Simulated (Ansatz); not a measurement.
LaGa2:
```yaml
crystal:
  lattice:
    - [4.29477, 0.00000, 0.00000]
    - [-2.14739, 3.71938, 0.00000]
    - [0.00000, 0.00000, 4.49240]
  atoms:
    - { symbol: La, position: [0.00000, 0.00000, 0.00000] }
    - { symbol: Ga, position: [0.66667, 0.33333, 0.50000] }
    - { symbol: Ga, position: [0.33333, 0.66667, 0.50000] }
```

Relaxed with r²SCAN. Special points in fractions of this cell's reciprocal vectors: Γ (0.000, 0.000, 0.000); M (0.500, 0.000, 0.000); K (0.333, 0.333, 0.000); A (0.000, 0.000, 0.500); L (0.500, 0.000, 0.500); H (0.333, 0.333, 0.500).

Task: List the band energies nearest the Fermi level at these points for the program Ansatz at the r²SCAN with spin–orbit coupling level (PAW).

Result: In eV from the Fermi level; about four levels below and three above (degenerate sets whole), none deeper than 8.9 eV; points with the same levels are listed once.

```csv
k,below,above
Γ,-0.32 -0.32 -0.16 -0.16,0.66 0.66 2.06 2.06
M,-1.06 -1.06 -0.59 -0.59,1.63 1.63 2.17 2.17
K,-0.20 -0.20 -0.18 -0.18,1.76 1.76 1.77 1.77
A,-8.38 -8.38 -3.59 -3.59,0.27 0.27 0.36 0.36
L,-1.46 -1.46 -0.38 -0.38,1.73 1.73 2.30 2.30
H,-0.74 -0.74 -0.62 -0.62,2.19 2.19 2.26 2.26
```

Space group P6/mmm. The workflow started from an entry of the Crystallography Open Database (COD, 293 K). Its standing as an ambient phase is unchecked. The r²SCAN relaxation kept the symmetry of its start; whether a distortion lowers the energy is not shown.

Potentials: the later of the program's two PAW sets.
